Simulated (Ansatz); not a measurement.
# Stationary points along a deformation path in CaMg

The calculation used DFT PBEsol, scalar-relativistic, plane waves, PAW in Ansatz. Cutoff 420 eV, Γ-centred 18×18×18 k-points, Gaussian smearing of 0.15 eV. No spin polarisation. Energies are free energies at this smearing, counted from the undisturbed cell; pressure is positive in compression.

Reference structure (as given, not relaxed at this level; it stands at -0.7 GPa, and it needn't be the usual structure):

```xyz
2
Lattice="1.8287 1.0558 5.6529 -1.8287 1.0558 5.6529 0.0000 -2.1117 5.6529" Properties=species:S:1:pos:R:3 pbc="T T T"
Ca    0.0000    0.0000    0.0000
Mg    0.0000    0.0000    8.4793
```

At fixed volume and fractional coordinates, lengths along (0.000, 0.000, 1.000) are scaled against those across it; ρ is that ratio over its starting value. V = 32.745 Å³/atom. Δσ is the stress along the axis less the mean stress across it (compression positive).

| ρ | ΔE (meV/atom) | Δσ (GPa) | space group |
| --- | --- | --- | --- |
| 0.850 | 28.5 | 2.98 | R-3m |
| 0.920 | 3.5 | 1.44 | R-3m |
| 1.000 | 0.0 | -0.91 | R-3m |
| 1.100 | 33.6 | -4.32 | R-3m |
| 1.200 | 103.7 | -7.44 | R-3m |

Q: How does the stress give the slope of the energy, and where is the energy stationary?

A: Along the path d ln(length) is 2/3 d ln ρ on the axis and −1/3 d ln ρ across it, so dE/d ln ρ = −(2/3) V Δσ: the energy falls with ρ where Δσ is positive. Δσ vanishes or changes sign between ρ = 0.920 and 1.000, a minimum (near 0.97 by linear interpolation). Pairs of stationary points between two samples would go unseen, and could change a minimum read from distant neighbours into a maximum.

Q: Integrate that slope from ρ = 1 to 0.850 by the trapezoid rule.

A: With V/N in Å³ and 1 eV/Å³ = 160.2 GPa the slopes at ρ = 1.000, 0.920, 0.850 are 124, -196, -406 meV/atom per unit of ln ρ. The steps add 3.0 + 23.8 = 26.9 meV/atom, against 28.5 from the energies; the trapezoid rule misses the curvature of the slope within each step.

In a metal these slopes depend on the k mesh and the smearing.